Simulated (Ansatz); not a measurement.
Below is a relaxed structure of Li2H. The cell was found from a structure generator's guess, not taken from experiment.

Computed with DFT PBE, scalar-relativistic, plane waves, PAW (Ansatz). Cutoff 420 eV, Γ-centred mesh, Gaussian smearing, no spin polarisation.

```xyz
6
Lattice="0.0000 4.0212 4.0212 4.0212 0.0000 4.0212 4.0212 4.0212 0.0000" Properties=species:S:1:pos:R:3 pbc="T T T"
Li    3.0159    3.0159    1.0053
Li    1.0053    1.0053    1.0053
Li    1.0053    3.0159    3.0159
Li    3.0159    1.0053    3.0159
H     2.0106    2.0106    2.0106
H     0.0000    0.0000    0.0000
```

Formation energies are uncorrected and refer to the elements' standard structures at the same level (H₂ as a molecule).

Task: Find its symmetry and describe it.

Result: Fd-3m (No. 227), the anti-beta-cristobalite type. Conventional cell: a = 8.042 Å. Li is surrounded by 2 H at 1.74 Å and 6 Li at 2.84 Å; H is surrounded by 4 Li at 1.74 Å.

Task: What is its formation energy per atom?

Result: −0.02 eV/atom. The formation energy is too near zero to say whether this cell lies below the elements.

Task: Is it a metal?

Result: Yes, bands cross the Fermi level on the 8×8×8 mesh, though with few states there, as in a semimetal.

The last run used an 8×8×8 mesh for its 6-atom cell and Gaussian smearing of 0.10 eV. For metals, differences of a few meV/atom aren't resolved. With hydrogen, zero-point motion can shift formation energies by some tens of meV/atom. A structure relaxed within its symmetry needn't be a true minimum.
